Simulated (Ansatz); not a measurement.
# PtSe: levels along high-symmetry lines

```
Pt Se
1.0
     3.84994    0.00000    0.00000
    -1.92497    3.33415    0.00000
     0.00000    0.00000    7.09646
Pt Se
2 2
Direct
  0.33333 0.66667 0.01263
  0.66667 0.33333 0.51263
  0.33333 0.66667 0.36337
  0.66667 0.33333 0.86337
```

Atom numbers follow the list: Pt1, Pt2, Se3, Se4.

The structure comes from a relaxation in the same program, started in the wurtzite type, and has space group P6_3mc. Whether it is a known phase or the ground state wasn't checked.

No spin–orbit coupling, which matters for the heavy atoms here.

All numbers below come from Ansatz 0.2.0, DFT, PBE, all-electron LAPW, scalar-relativistic.

Numerical set-up: a Γ-centred 10×10×6 k mesh, Fermi–Dirac smearing of 0.03 eV, basis error target 1 meV/atom, no spin polarisation.

Points in fractions of the reciprocal vectors of this cell: Γ (0, 0, 0), M (0.5, 0, 0), K (0.333, 0.333, 0), A (0, 0, 0.5), L (0.5, 0, 0.5), H (0.333, 0.333, 0.5). The path joins them by straight lines in the order Γ–M–K–Γ–A–L–H–A–L; legs that retrace an earlier one aren't tabulated. Energies are in eV from the Fermi level.

Question: Metal or insulator at this level of theory?

Answer: No gap opens: metallic or semimetallic.

Question: Tabulate bands 63 to 69, counted from the lowest band of the run, along the path.

Answer: 
| k (1/Å) | point | band 63 | band 64 | band 65 | band 66 | band 67 | band 68 | band 69 |
| --- | --- | --- | --- | --- | --- | --- | --- | --- |
| 0.00 | Γ | -2.72 | 0.56 | 0.61 | 0.61 | 1.98 | 2.22 | 2.22 |
| 0.13 |  | -2.65 | 0.39 | 0.54 | 0.64 | 1.72 | 2.19 | 2.36 |
| 0.27 |  | -2.57 | -0.12 | 0.32 | 0.67 | 1.48 | 2.08 | 2.41 |
| 0.40 |  | -2.48 | -0.71 | 0.02 | 0.34 | 1.40 | 1.89 | 2.47 |
| 0.54 |  | -2.38 | -1.27 | -0.34 | -0.16 | 0.97 | 1.64 | 2.79 |
| 0.67 |  | -2.28 | -1.72 | -0.74 | -0.69 | 0.35 | 1.37 | 3.11 |
| 0.81 |  | -2.22 | -1.99 | -1.39 | -0.97 | -0.13 | 1.16 | 3.24 |
| 0.94 | M | -2.18 | -2.18 | -1.79 | -1.09 | -0.30 | 1.08 | 3.27 |
| 1.02 |  | -2.18 | -2.11 | -1.80 | -1.07 | -0.33 | 1.04 | 3.35 |
| 1.10 |  | -2.18 | -1.95 | -1.82 | -1.03 | -0.41 | 0.93 | 3.58 |
| 1.18 |  | -2.14 | -1.80 | -1.77 | -0.99 | -0.53 | 0.77 | 3.89 |
| 1.25 |  | -2.09 | -1.75 | -1.60 | -0.94 | -0.63 | 0.57 | 4.21 |
| 1.33 |  | -2.03 | -1.68 | -1.49 | -0.87 | -0.66 | 0.32 | 4.46 |
| 1.41 |  | -1.99 | -1.61 | -1.47 | -0.78 | -0.61 | 0.06 | 4.52 |
| 1.49 | K | -1.97 | -1.54 | -1.54 | -0.64 | -0.64 | -0.09 | 4.50 |
| 1.64 |  | -2.02 | -1.72 | -1.33 | -1.26 | -0.24 | 0.24 | 4.63 |
| 1.80 |  | -1.93 | -1.76 | -1.73 | -1.03 | 0.27 | 0.73 | 4.11 |
| 1.95 |  | -2.26 | -1.44 | -0.99 | -0.56 | 0.82 | 1.21 | 3.40 |
| 2.11 |  | -2.42 | -0.86 | -0.40 | 0.12 | 1.31 | 1.65 | 2.74 |
| 2.26 |  | -2.54 | -0.23 | 0.11 | 0.65 | 1.46 | 1.99 | 2.45 |
| 2.42 |  | -2.64 | 0.34 | 0.48 | 0.67 | 1.67 | 2.17 | 2.38 |
| 2.57 | Γ | -2.72 | 0.56 | 0.61 | 0.61 | 1.98 | 2.22 | 2.22 |
| 2.64 |  | -2.72 | 0.51 | 0.63 | 0.63 | 2.01 | 2.20 | 2.20 |
| 2.70 |  | -2.68 | 0.35 | 0.68 | 0.68 | 2.09 | 2.12 | 2.12 |
| 2.76 |  | -2.50 | 0.11 | 0.76 | 0.76 | 2.01 | 2.01 | 2.21 |
| 2.83 |  | -2.26 | -0.20 | 0.87 | 0.87 | 1.86 | 1.86 | 2.37 |
| 2.89 |  | -1.97 | -0.54 | 1.00 | 1.00 | 1.69 | 1.69 | 2.54 |
| 2.95 |  | -1.64 | -0.91 | 1.16 | 1.16 | 1.51 | 1.51 | 2.73 |
| 3.02 | A | -1.28 | -1.28 | 1.33 | 1.33 | 1.33 | 1.33 | 2.91 |
| 3.15 |  | -1.28 | -1.28 | 1.06 | 1.06 | 1.28 | 1.28 | 3.19 |
| 3.29 |  | -1.31 | -1.31 | 0.56 | 0.56 | 1.12 | 1.12 | 3.69 |
| 3.42 |  | -1.40 | -1.40 | 0.10 | 0.10 | 0.89 | 0.89 | 3.97 |
| 3.56 |  | -1.61 | -1.61 | -0.25 | -0.25 | 0.60 | 0.60 | 3.88 |
| 3.69 |  | -1.88 | -1.88 | -0.53 | -0.53 | 0.31 | 0.31 | 3.63 |
| 3.82 |  | -2.17 | -2.17 | -0.72 | -0.72 | 0.09 | 0.09 | 3.44 |
| 3.96 | L | -2.36 | -2.36 | -0.79 | -0.79 | 0.00 | 0.00 | 3.38 |
| 4.04 |  | -2.34 | -2.34 | -0.82 | -0.82 | -0.02 | -0.02 | 3.45 |
| 4.11 |  | -2.29 | -2.29 | -0.88 | -0.88 | -0.06 | -0.06 | 3.63 |
| 4.19 |  | -2.21 | -2.21 | -0.95 | -0.95 | -0.10 | -0.10 | 3.87 |
| 4.27 |  | -2.13 | -2.13 | -1.03 | -1.03 | -0.13 | -0.13 | 4.10 |
| 4.35 |  | -2.07 | -2.07 | -1.08 | -1.08 | -0.16 | -0.16 | 4.29 |
| 4.43 |  | -2.03 | -2.03 | -1.10 | -1.10 | -0.18 | -0.18 | 4.40 |
| 4.50 | H | -2.02 | -2.02 | -1.10 | -1.10 | -0.18 | -0.18 | 4.43 |
| 4.66 |  | -2.07 | -2.07 | -1.08 | -1.08 | -0.13 | -0.13 | 4.37 |
| 4.81 |  | -2.07 | -2.07 | -0.93 | -0.93 | 0.02 | 0.02 | 4.32 |
| 4.97 |  | -1.73 | -1.73 | -0.56 | -0.56 | 0.28 | 0.28 | 4.32 |
| 5.12 |  | -1.46 | -1.46 | -0.09 | -0.09 | 0.64 | 0.64 | 4.23 |
| 5.28 |  | -1.32 | -1.32 | 0.42 | 0.42 | 1.02 | 1.02 | 3.86 |
| 5.44 |  | -1.28 | -1.28 | 0.99 | 0.99 | 1.26 | 1.26 | 3.27 |
| 5.59 | A | -1.28 | -1.28 | 1.33 | 1.33 | 1.33 | 1.33 | 2.91 |
